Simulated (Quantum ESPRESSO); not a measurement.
# One change at a time to Ag2Al3CuOs2

These are calculations, not measurements. They come from Quantum ESPRESSO 7.5, a public plane-wave density functional program. Each row is one single-point run on a made-up periodic cell of eight metal atoms, with elements, volume, strain and displacements drawn at random and not relaxed, so a cell may be unstable or far from any real phase. There is no spin polarisation or spin-orbit coupling.

Settings: PBE unless stated; PseudoDojo standard norm-conserving files; Fermi-Dirac width 0.25 eV, which means electrons at about 2900 K; cutoff 1252 eV; 8 x 5 x 3 k mesh shifted half a step off Gamma. E is the free energy of the whole cell (internal energy minus TS), so a -TS column is already part of it. Stress is positive in tension, and the pressure P is minus a third of its trace.

Checks: one run of this series was repeated at a higher cutoff and on a denser mesh, which moved values by no more than 0.005 eV, 0.04 GPa and 0.014 eV/Å, and a second program with other atomic files agreed on it to 2 % rms in force and 0.5 GPa in pressure. Known limits: the copper pseudopotential is less sure than most, with forces differing by about three percent and pressure by about two GPa from a second method on plain copper; heavy elements are run without spin-orbit coupling, which real alloys of them have; a spin test at this wide smearing found no moment, but such smearing suppresses magnetism that the real alloy may have.

The lattice is hexagonal close-packed, and the cell vectors in Å are (-2.848, -0.043, -0.014); (-0.023, 0.021, -4.588); (-0.149, -9.650, 0.043), a volume of 126.05 Å³ in run 1. The elements on sites 1 to 8 are Al Ag Cu Ag Os Os Al Al. Each later run makes one change to run 1 and keeps the rest. E is counted from run 1, and is n/a where other atomic files have another zero of energy.

| run | change | V (Å³) | P (GPa) | -TS (eV) | rms force (eV/Å) | largest change of a force component (eV/Å) | E (eV) |
|---|---|---|---|---|---|---|---|
| 1 | none | 126.05 | -5.73 | -1.026 | 0.644 | 0.000 | 0.000 |
| 2 | sites 1 and 5 exchanged | 126.05 | -6.90 | -0.945 | 0.550 | 1.787 | -0.538 |
| 3 | all lengths scaled by +1.05 % | 130.06 | -9.44 | -1.063 | 0.599 | 0.135 | 0.192 |
| 4 | PBEsol in place of PBE | 126.05 | -11.05 | -1.028 | 0.598 | 0.215 | n/a |
| 5 | Mo on site 1 | 126.05 | -5.33 | -1.232 | 0.568 | 0.669 | n/a |
| 6 | site 1 moved by +0.18 Å along z | 126.05 | -5.35 | -1.023 | 0.705 | 1.160 | ? |

## Worked estimate

Along the move dE = -F dx. The force on site 1 along z is -0.027 eV/Å in run 1 and -1.187 eV/Å in run 6, and the move is +0.18 Å, so the mean force times the move gives an estimate.

## Withheld value

Question: what E should run 6 give?

The estimate is 0.109 eV. The calculation gave 0.106 eV. The mean of two end points misses the curvature of the force.
